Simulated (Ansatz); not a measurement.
Relaxing barium (beta-Sn type)

All numbers below come from Ansatz, DFT, BLYP, plane waves (420 eV) with PAW, scalar-relativistic. (PAW data from PBE, frozen cores regenerated.)

k-point mesh 8×8×6, Fermi-Dirac smearing 0.1 eV, no spin polarisation. Cell and atoms relax.

Starting structure:

```xyz
2
Lattice="-3.9170 3.9170 2.1387 3.9170 -3.9170 2.1387 3.9170 3.9170 -2.1387" Properties=species:S:1:pos:R:3 pbc="T T T"
Ba    0.0000    0.0000    0.0000
Ba    0.0000    3.9170    1.0693
```

Task: What cell does the relaxation end in?

Result: I4_1/amd with a = 7.864 Å, c = 4.233 Å (c/a = 0.538); 65.44 Å³ per atom against 65.63 at the start (-0.3 %).

Task: How much energy does the relaxation gain?

Result: 0.5 meV per atom.

The k-point mesh keeps fewer symmetry operations than the starting structure has, so the cell can leave it.
